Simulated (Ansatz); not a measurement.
La2GeI2:
```yaml
crystal:
  lattice:
    - [4.38529, 0.00000, 0.00000]
    - [-2.19265, 3.79777, 0.00000]
    - [0.00000, 0.00000, 10.57789]
  atoms:
    - { symbol: La, position: [0.66667, 0.33333, 0.65712] }
    - { symbol: La, position: [0.33333, 0.66667, 0.34288] }
    - { symbol: Ge, position: [0.00000, 0.00000, 0.50000] }
    - { symbol: I, position: [0.33333, 0.66667, 0.84667] }
    - { symbol: I, position: [0.66667, 0.33333, 0.15333] }
```

Relaxed with LDA.

Problem. Map the electron localisation function on the plane through (0.667, 0.333, 0.657) spanned by u = [0, 0, 1] and v = [1, -1, 0] in lattice vectors, from plane-wave PAW LDA (Ansatz code).

Solution. x is the fraction of u, y of v (the angle between them is 90°; rows are the nearest grid lines); atoms in the plane: La at (0.00, 0.00), La at (0.69, 0.67), Ge at (0.84, 0.33), I at (0.19, 0.67), I at (0.50, 0.00).
```
| .#@%-.     .-#@%#=::=*#%*-..:::..-%@%. |
|=*@@#:....   :*@%#*-=*#%%+:..:::..:*@@*=|
|%@@@+:..::.. .+%%%#**##%#-....:::..=%@@%|
|@@#=:-+#%#*-...+%%%%%%%+:......:::..-#%@|
|:::-+%%%%%%%+...=#%%%*-:-*##+-...::....:|
|..:+%%###%%%#-...=*#+-:=#@@@%*:..::.....|
|.-*%##*==*#%@#-. .....=%@@%%@@#-..:::...|
|:=#%#*--=-*%%%+.     :*@@=  +@@+...::..:|
|:+#%#*-=*-*%%%+.     :*@@-  +@@+...::..:|
|:-#%##+==+#%@%=.     .+@@%**%@%-..:-::.:|
|.:=#%%####%%%*:    ....+%@@@@#-:-+**+-:.|
|..-*%%%%%%%%#=.    ....:+#%#*=--+###*+:.|
|-..:+##%%%#*-.     ...  ...:-=****##%#+-|
|=:..-=+***+-:       ..  ...:=**++++*#%*=|
|*=:........           ...:+##*+-..:=*#%*|
|#+-..                 ..:=#%%*=. -.-+#%#|
|#+-..                 ..:=#%%*=. ..-+#%#|
|+-...            ........-+#%#+=::-+*##+|
|:..   ...      .-+*#**=:..-+#%#*++***=-:|
|::..  ...     .-*#%%%%*=:.:=*#%##***=-::|
|%%#=......   .-*%%%##%%#+:.:-+###+-:=*%%|
|%@@@*.. .    :*%%%#**##%#=:.:-==-::=%@@%|
|=*@@#:.      :#@%#*-=*#%%+:..:-::.:*@@*=|
| .#@%-.     .-#@%#=::=*#%*-..:::..-%@%. |
```
Scale: ten equal steps from -0.052 (start of ' ') to 0.857 (end of '@'), in the order ' .:-=+*#%@'; x runs from 0.000 to 1.00, y from 0.000 (bottom) to 1.00 (top).

The density is the valence pseudo-density with augmentation charge, so density and ELF within about 1 Å of a nucleus are not all-electron values.

Space group P-3m1. The first step of the workflow began from a Materials Project structure, measured or hypothetical; the Crystallography Open Database files this formula in space group No. 164, but the cells were not matched. Whether it is the stable phase at ambient conditions was not checked. The LDA relaxation kept the symmetry of its start; its stability against distortions is not shown here. A crystal of weakly bound layers computed without a dispersion correction: the cell and the soft elastic constants depend strongly on that. Spin–orbit coupling is left out wherever it is not named.

Potentials: the later of the program's two PAW sets.
